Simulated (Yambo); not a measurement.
**How GW settings move the gap: AlN**

G0W0@LDA for AlN (zinc blende, space group F-43m, No. 216) in Yambo. Reference settings: 6×6×6 Γ-centred k mesh, 77 bands and a 14 Ry block in the screening, 77 bands in G with the Bruneval-Gonze terminator, plasmon pole fitted at 27.2 eV. The LDA gap Γ → X on this mesh is 3.27 eV; G0W0 gaps are taken between the same points.

```
change from the reference     G0W0 gap Γ → X (eV)  shift of the valence edge (eV)        rough Yambo cost
----------------------------  -------------------  ------------------------------  ----------------------
reference settings                           4.86                           -1.05                       1
23 bands in G                                4.92                           -1.10                       –
wavefunctions cut at 25 Ry                   4.81                           -1.01  within a factor of two
no point-group symmetry                      4.85                           -1.03                about 4×
23 bands in G, no terminator                 4.50                           -0.45                       –
no terminator                                4.75                           -0.92                       –
```

The reference isn't shown to be the converged limit. Costs are rough (shared machines), scaled to the same edge states, and given only for runs that recompute the screening.

Geometry relaxed with LDA; primitive cell a = b = c = 3.064 Å, α = β = γ = 60.00°.

This is not the ordinary phase of the substance; no match was found in the copy of COD used, and its stability was not checked.

A shift is the quasiparticle energy of the state minus its LDA energy.
